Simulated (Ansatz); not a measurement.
## Is this CdSb2O4 structure a true minimum?

The cell was found from a structure generator's guess, not taken from experiment.

The calculation used Ansatz 0.2.0, DFT PBE, scalar-relativistic, plane waves, PAW. Plane waves to 420 eV, a k mesh through Γ of 8×8×6 on the computed 7-atom cell and Gaussian smearing (0.02 eV); no spin polarisation.

The cell below (7 atoms, space group C2/m (No. 12)) is relaxed within its symmetry.

```xyz
7
Lattice="5.5975 -1.7073 -0.0050 5.5975 1.7073 -0.0050 -2.6897 0.0000 6.2728" Properties=species:S:1:pos:R:3 pbc="T T T"
Cd   -1.3448    0.0000    3.1364
Sb    6.7136    0.0000    4.7859
Sb    1.7916    0.0000    1.4769
O     8.6024    0.0000    1.1327
O     2.6379    0.0000    3.3068
O    -0.0971    0.0000    5.1300
O     5.8674    0.0000    2.9560
```

For the test it was strained at random (σ = 1.5 % a component), the atoms were moved at random (σ = 0.15 Å), and all was relaxed again on a coarse 4×4×2 mesh (in the run’s order of axes) with 0.10 eV smearing, with no symmetry imposed.

No dispersion correction is applied, so the spacing and binding between layers, chains or molecules are poorly described. These runs have no spin–orbit coupling, which can matter for Sb.

Task: What happens?

Result: It returns, within 1 meV/atom of the unmoved cell on that mesh and with the same symmetry when read at 0.1 Å (P-1 at 0.01 Å, so small strains and shifts remain). So it is stable against the distortions that fit this cell and that this random move excites. Modes that don't fit the cell aren't tested.
